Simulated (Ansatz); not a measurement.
An Ansatz run on an ordered 8-atom cell of In3GaP4 on the zincblende lattice (P-43m) left the output below. The start is a rough guess from atomic radii.

Structure:
```cif
data_structure
_symmetry_space_group_name_H-M 'P 1'
_symmetry_Int_Tables_number 1
_cell_length_a 5.5513
_cell_length_b 5.5513
_cell_length_c 5.5513
_cell_angle_alpha 90.000
_cell_angle_beta 90.000
_cell_angle_gamma 90.000
_cell_volume 171.07
loop_
_atom_site_label
_atom_site_type_symbol
_atom_site_fract_x
_atom_site_fract_y
_atom_site_fract_z
_atom_site_occupancy
Ga1 Ga 0.00000 0.00000 0.00000 1
P1 P 0.25000 0.25000 0.25000 1
In1 In 0.50000 0.50000 0.00000 1
P2 P 0.75000 0.75000 0.25000 1
In2 In 0.50000 0.00000 0.50000 1
P3 P 0.75000 0.25000 0.75000 1
In3 In 0.00000 0.50000 0.50000 1
P4 P 0.25000 0.75000 0.75000 1
```

Output, abridged:
```
Pseudopotential: Ga, paw, valence charge 13, recommended cutoff 420 eV (normal)
Pseudopotential: P, paw, valence charge 5, recommended cutoff 420 eV (normal)
Pseudopotential: In, paw, valence charge 13, recommended cutoff 420 eV (normal)
Functional definition: PBE
Crystal: 8 atoms, lattice volume = 171.072 Å³
Basis set: ecut = 420 eV, 3407 PW (Γ)
Bands: 44, of which v1, the nominal top of the filled ones, is band 36 counted from 1 (35 counted from 0)
Symmetry: 24 space group operations
Space group: P-43m (ITA 215)
k-points: 10 of 64 (time reversal used)
preconditioner: auto → Resta (q_TF=auto, 2.362 Å⁻¹)  ε∞=4.0  [insulator: Δε(μ)=1.133 eV  σ=0.020 eV  ℏωp=24.1 eV]
SCF 1 converged in 7 iterations: F = -23599.969815 eV  dr2 = 1.81e-8
relax step 1: F+E_penalty+E_count = -23599.96981525 eV  max|allowed force component| = 9.490e-1 eV/Å  Δτ_max = 0.0000 Å  P = +14.987 GPa  Ω = 171.072 Å³
SCF 2 converged in 7 iterations: F = -23601.426941 eV  dr2 = 1.91e-7
relax step 2: F+E_penalty+E_count = -23601.42694068 eV  max|allowed force component| = 4.319e-2 eV/Å  Δτ_max = 0.1110 Å  P = +0.561 GPa  Ω = 197.834 Å³
SCF 3 converged in 5 iterations: F = -23601.430425 eV  dr2 = 1.80e-7
relax step 3: F+E_penalty+E_count = -23601.43042504 eV  max|allowed force component| = 7.634e-3 eV/Å  Δτ_max = 0.0055 Å  P = +0.159 GPa  Ω = 199.085 Å³
SCF 4 converged in 4 iterations: F = -23601.430579 eV  dr2 = 4.36e-8
relax step 4: F+E_penalty+E_count = -23601.43057903 eV  max|allowed force component| = 3.541e-4 eV/Å  Δτ_max = 0.0013 Å  P = +0.006 GPa  Ω = 199.569 Å³
SCF 5 converged in 8 iterations: F = -23601.440830 eV  dr2 = 4.38e-12
relax step 5: F+E_penalty+E_count = -23601.44083001 eV  max|allowed force component| = 6.230e-4 eV/Å  Δτ_max = 0.0000 Å  P = +0.040 GPa  Ω = 199.569 Å³  (SCF on a basis re-selected at this cell)
Free energy (F): -23601.440830 eV
Fermi energy:    6.819356 eV
--- Stress (GPa, compression-positive) ---
        0.040292       0.000000       0.000000
        0.000000       0.040292       0.000000
        0.000000       0.000000       0.040292
  P = ⅓ Tr σ = 0.0403 GPa (0.403 kbar)
--- Relaxed structure (4 steps of the walk, 4 accepted, 1 SCFs on fresh bases) ---
  F+E_penalty+E_count = -23601.44083001 eV   max|allowed force component| = 6.230e-4 eV/Å
  cell:  # Å, volume = 199.5695 Å³
    - [5.843836, 0.000000, 0.000000]
    - [0.000000, 5.843836, 0.000000]
    - [0.000000, 0.000000, 5.843836]
  atoms:
    - { symbol: Ga, position: [0.000000, 0.000000, 0.000000] }
    - { symbol: P, position: [0.239168, 0.239168, 0.239168] }
    - { symbol: In, position: [0.500000, 0.500000, 0.000000] }
    - { symbol: P, position: [0.760832, 0.760832, 0.239168] }
    - { symbol: In, position: [0.500000, 0.000000, 0.500000] }
    - { symbol: P, position: [0.760832, 0.239168, 0.760832] }
    - { symbol: In, position: [0.000000, 0.500000, 0.500000] }
    - { symbol: P, position: [0.239168, 0.760832, 0.760832] }
```

**Question.** Which of these blocks stood in the input: relax, gw, phonons, dielectric, magnetization (spin_orbit)?

**Answer.** relax. The relax steps with a changing cell volume need the relax block with cell.

**Question.** Which k mesh was typed?

**Answer.** 4×4×4, Γ-centred.

**Question.** How were the bands filled?

**Answer.** With smearing of width σ = 0.02 eV (Fermi-Dirac in this run).

Command: `ansatz run input.yaml --threads 4 --pin off --max-ram 6451MiB --backend cpu --events-out ev --progress --plain --runs-dir out`. Wall time 4.1 s on 4 threads of AMD EPYC 9B45 (Zen 5), on a shared host; peak host memory 0.62 GiB.

Simulation only: spin-unpolarised, and no claim that this is the phase found in nature.
